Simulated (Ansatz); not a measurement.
The relaxed structure here is a generated cell of SiNi2: the first start was made by placing the elements on the sites of a structure type, and the end was not matched to a known phase here, so it may be hypothetical.

One stationary structure of SiNi$_{2}$. Space group Cmcm (No. 63). All values below come from PBEsol (plane waves to 420 eV, PAW, scalar-relativistic; Ansatz, a quantum-chemistry and plane-wave program).

Space group Cmcm (No. 63); a = 3.3206 Å, b = 10.6960 Å, c = 3.5816 Å, α = β = γ = 90.00°

| atom | site | symmetry | x | y | z |
|---|---|---|---|---|---|
| Ni | 4c | m2m | 0.0000 | 0.0745 | 0.2500 |
| Ni | 4c | m2m | 0.0000 | 0.2459 | 0.7500 |
| Si | 4c | m2m | 0.0000 | 0.4004 | 0.2500 |
(The calculation used a cell of 6 atoms; values per cell refer to that cell.)

### Question
Estimate the magnetic moment that PBEsol returns for this input.

### Answer
Zero (the starting moments vanished).

No spin polarisation in the result: the starting moments vanished. A magnetic state may lie lower.

The run could not lose the symmetry of its start: the end is stationary, and may be a saddle point rather than a minimum.
